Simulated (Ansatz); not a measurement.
BiB:
```
CELL_PARAMETERS angstrom
      3.58306     0.00000     0.00000
     -1.79153     3.10302     0.00000
      0.00000     0.00000     3.32664
ATOMIC_POSITIONS crystal
  B  0.00000 0.00000 0.00000
  Bi 0.66667 0.33333 0.50000
```

Relaxed with PBEsol. Special points in fractions of this cell's reciprocal vectors: Γ (0.000, 0.000, 0.000); M (0.500, 0.000, 0.000); K (0.333, 0.333, 0.000); A (0.000, 0.000, 0.500); L (0.500, 0.000, 0.500); H (0.333, 0.333, 0.500).

Q: List the band energies nearest the Fermi level at these points for DFT-PBEsol in the program Ansatz with PAW potentials.

A: In eV from the Fermi level; about four levels below and three above (degenerate sets whole), none deeper than 8.9 eV; … stands for higher levels left out; points with the same levels are listed once.

```json
[
 {"k": "Γ", "below": "-1.02 -0.86", "above": "0.19 0.19 4.40 4.40"},
 {"k": "M", "below": "-8.03 -2.16", "above": "0.39 1.42 4.59"},
 {"k": "K", "below": "-7.71 -5.24", "above": "2.03 3.69 4.42"},
 {"k": "A", "below": "-8.71", "above": "1.91 1.91 3.19"},
 {"k": "L", "below": "-5.96 -4.99 -3.97", "above": "1.21 1.88 4.03"},
 {"k": "H", "below": "-4.64 -4.53 -1.97 -0.98", "above": "7.29 …"}
]
```

Space group P-6m2. The cell is a constructed one: a structure type filled with these elements; neither database checked (COD, Materials Project) lists it. Its standing as an ambient phase is unchecked. The PBEsol relaxation kept the symmetry of its start; of distortions, only those at the zone centre were tested. Scalar-relativistic: spin–orbit coupling is off unless named, which matters more the heavier the elements.

Potentials: the later of the program's two PAW sets.
